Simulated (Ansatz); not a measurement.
AlN:
```yaml
crystal:
  lattice:
    - [0.00000, 2.17110, 2.17110]
    - [2.17110, 0.00000, 2.17110]
    - [2.17110, 2.17110, 0.00000]
  atoms:
    - { symbol: Al, position: [0.00000, 0.00000, 0.00000] }
    - { symbol: N, position: [0.25000, 0.25000, 0.25000] }
```

x, y and z are the axes in which the lattice vectors are written.

**Question.** Give the proper piezoelectric stress tensor with relaxed ions from DFT-LDA in the program Ansatz with PAW potentials.

**Answer.** In C/m², rows x, y, z, Voigt columns; mesh uncertainty up to 0.00.
```
0.00  0.00  0.00  0.62  0.00  0.00
0.00  0.00  0.00  0.00  0.62  0.00
0.00  0.00  0.00  0.00  0.00  0.62
```

The elastic tensor of the same run (GPa):

```tsv
	1	2	3	4	5	6
1	300	165	165	0.0	0.0	0.0
2	165	300	165	0.0	0.0	0.0
3	165	165	300	0.0	0.0	0.0
4	0.0	0.0	0.0	187	0.0	0.0
5	0.0	0.0	0.0	0.0	187	0.0
6	0.0	0.0	0.0	0.0	0.0	187
```

**Question.** Convert to strain constants d = e·S.

**Answer.** In pC/N:
```
0.0  0.0  0.0  3.3  0.0  0.0
0.0  0.0  0.0  0.0  3.3  0.0
0.0  0.0  0.0  0.0  0.0  3.3
```

Space group F-43m (zinc blende). The cell was relaxed with LDA under the symmetry of its start. Signs of piezoelectric constants follow the polarity of the cell as given.

Potentials: the earlier of the program's two PAW sets. The files were generated under PBE; for other functionals the program regenerates the frozen cores, and for LDA and PBEsol the local potential too.
